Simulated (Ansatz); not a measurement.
Simulated powder pattern, Cu Kα, λ = 1.54184 Å (kinematic, ideal powder, no thermal factors, no anomalous dispersion; the 30 strongest lines at most, above 1 %, up to 2θ = 90°):

| 2θ (°) | I/Imax (%) |
|---|---|
| 38.60 | 100 |
| 44.87 | 48 |
| 65.33 | 31 |
| 78.52 | 36 |
| 82.75 | 10 |

The pattern belongs to a structure relaxed with plane-wave PAW PBE (Ansatz code).

The compound is Al.

### Question
Give the crystal system and the lattice parameters.

### Answer
cubic, Fm-3m; a = 4.040 Å.

Symmetry was held in the PBE relaxation.

Potentials: the later of the program's two PAW sets.
